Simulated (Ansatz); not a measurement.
**Fixed-spin-moment curve of Co**

We look at Co: an experimental structure (space group P6_3/mmc), with 2 atoms per cell. Source: COD entry 9012950; the sample's temperature and pressure aren't taken into account, and it need not be the stable phase.

```xyz
2
Lattice="2.5054 0.0000 0.0000 -1.2527 2.1697 0.0000 0.0000 0.0000 4.0893" Properties=species:S:1:pos:R:3 pbc="T T T"
Co    0.0000    1.4465    1.0223
Co    1.2527    0.7232    3.0670
```

Site labels below count the atoms in this order, from 1.

All numbers below come from DFT, PBE, PAW, plane waves, scalar-relativistic (Ansatz development build ahead of 0.2.0).

| Item | Value |
| --- | --- |
| Plane-wave cutoff | 420 eV |
| k-point mesh | 11×11×6 (Γ-centred) |
| Occupations | Fermi–Dirac smearing, 0.05 eV |
| Valence electrons | 34 |

Site moments are integrals over atomic spheres and don't add up to the total.

For a metal this mesh leaves errors of several meV/atom.

The total moment of the cell is held fixed (separate Fermi levels for the two spins), shared at the start among the Co atoms with one sign; no search for lower states follows. F is the free energy per cell, and F(lowest) that of the lowest run, the runs with a free moment included. Each row is one local solution, which need not be the lowest state at that M. The run at M = 0 starts without moments and gives the spin-unpolarised solution; a state with cancelling moments wasn't tried, and may lie lower.

The run at M = 2.74 μB took 1.9 s on 2 threads of Arm Neoverse V2, with other jobs on the host, peak memory 0.3 GiB.

```
fixed M (μB/cell)  F − F(lowest) (meV/cell)  moments of Co1 Co2 (μB)
             0.00                       501                0.00 0.00
             0.68                       467                0.36 0.36
             1.37                       371                0.73 0.73
             2.05                       244                1.09 1.09
             2.74                         ?                        ?
             3.42                        21                1.78 1.78
             4.10                       289                2.07 2.07
             4.79                         ?                        ?
             5.47                      2204                2.60 2.60
```

**Question.** Fill in the row for M = 2.74 μB.

**Answer.** 81 meV; moments Co1 1.45, Co2 1.45 μB.

**Question.** Fill in the row for M = 4.79 μB.

**Answer.** 1002 meV; moments Co1 2.34, Co2 2.34 μB.

**Question.** Where do runs with a free total moment end?

**Answer.** “parallel moments, free total moment [Co1 3.00, Co2 3.00 μB]” ends at 3.15 μB, 0 meV; “parallel moments scaled by 0.1, free total moment [Co1 0.30, Co2 0.30 μB]” ends at 3.15 μB, 0 meV. No free run was started from opposed moments.
